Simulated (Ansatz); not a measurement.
What DFT gives for Br3Cl

```
CELL_PARAMETERS angstrom
3.97758 6.88936 0.00000
-3.97758 6.88936 0.00000
0.00000 0.00000 4.40312
ATOMIC_POSITIONS crystal
Cl 0.33330 0.33340 0.25000
Cl 0.66660 0.66670 0.75000
Br 0.37500 0.91700 0.25000
Br 0.08300 0.29200 0.75000
Br 0.70800 0.37500 0.25000
Br 0.62500 0.08300 0.75000
Br 0.91700 0.70800 0.25000
Br 0.29200 0.62500 0.75000
```

The numbers come from plane-wave PAW DFT (Ansatz): r2SCAN, no spin polarisation, 500 eV, 5×5×8 Γ-centred k points, methfessel-paxton occupations (width 0.1733 eV). Nothing was relaxed.

Electronic structure: It is a metal, with about 15 states/eV a cell as the mean within 0.25 eV of the Fermi level, mostly Br p (76 %) and Cl p (23 %).
Contacts: Cl–Br at 3.09 Å: least valence density 0.14 e/Å³ and ELF 0.13 there. Br–Br at 3.49 Å: least valence density 0.08 e/Å³ and ELF 0.08 there. These are pseudo-fields; inside the PAW spheres they differ from the all-electron ones.
Stress: The pressure is -2.4 GPa (compression positive), so with the atoms held at these fractions the cell would first shrink. The principal stresses -3.1, -2.0, -2.0 GPa differ, so its shape would change too.
Charges: Bader charges in e: Br +0.02, Cl -0.07. In the mean Br gives up most and Cl takes most.
Formation energy: 0.75 eV an atom against the elements' usual phases (free molecules for gases, crystals otherwise, with no correction for O₂ or N₂), so at this geometry it isn't bound against them. Relaxing would lower it.
Forces: The largest is on Br3 (and as large on other atoms): 0.27 eV/Å, components (-0.11, -0.25, 0.00). It makes 112° with the line to a nearest neighbour, Cl2 at 3.09 Å.

Origin: a known structure type with other elements, at an estimated volume, so it need not be a known compound. Caveats: many states at the Fermi level without spin polarisation, so a magnetic state may lie lower; wide smearing.
